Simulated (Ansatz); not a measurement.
Relaxed candidate structures of RbGaH2:

A. P4/mmm (No. 123), tP4, AFLOW prototype ABC2_tP4_123_d_a_f (as in CaCuO2); a = b = 4.1396 Å, c = 3.7442 Å, α = β = γ = 90.00°; Rb 1d (0.500, 0.500, 0.500); Ga 1a (0.000, 0.000, 0.000); H 2f (0.000, 0.500, 0.000)

B. I4mm (No. 107), tI8; a = 3.7744 Å, b = 3.7744 Å, c = 12.0118 Å, α = 90.00°, β = 90.00°, γ = 90.00°; Ga 2a (0.000, 0.000, 0.831); H 2a (0.000, 0.000, 0.579); H 2a (0.000, 0.000, 0.514); Rb 2a (0.000, 0.000, 0.121)

C. Pnma (No. 62), oP16; a = 7.475 Å, b = 4.486 Å, c = 9.462 Å, α = β = γ = 90.00°; Rb 4c (0.124, 0.250, 0.175); Ga 4c (0.063, 0.250, 0.534); H 4c (0.275, 0.250, 0.482); H 4c (0.101, 0.250, 0.706)

D. Pmmm (No. 47), oP4; a = 3.2616 Å, b = 3.4562 Å, c = 5.8976 Å, α = β = γ = 90.00°; Ga 1g (0.000, 0.500, 0.500); H 2t (0.500, 0.500, 0.298); Rb 1a (0.000, 0.000, 0.000)

E. P6/mmm (No. 191), hP4; a = b = 3.733 Å, c = 6.669 Å, α = β = 90.00°, γ = 120.00°; Ga 1b (0.000, 0.000, 0.500); H 2d (0.333, 0.667, 0.500); Rb 1a (0.000, 0.000, 0.000)

Question: Rank these by energy per atom (lowest first), as r2SCAN (plane waves to 500 eV, PAW, scalar-relativistic; Ansatz, a quantum-chemistry and plane-wave program) gives it.

Answer: C (reference, the lowest of the structures calculated here), A (+0.39 eV/atom), D (+0.47 eV/atom), B (+0.59 eV/atom), E (+1.06 eV/atom)

Question: Which candidates are metallic at this level, and what gaps do the others have?

Answer: No gap: A, B, D, E. C: 1.76 eV (no spin-orbit coupling).

Each run could gain symmetry but not lose that of its start, so entries can be saddle points. From databases, or of a type measured for this composition: Pnma, oP16; the others are generated cells (placed on structure types, drawn at random, substituted or restacked) that were not matched to a known phase here. Energies are at zero temperature and pressure, without zero-point motion. The runs use different k-meshes, so differences are rounded accordingly. No spin polarisation in the result. Gaps of cells over 8 atoms come from the SCF mesh and high-symmetry points alone.
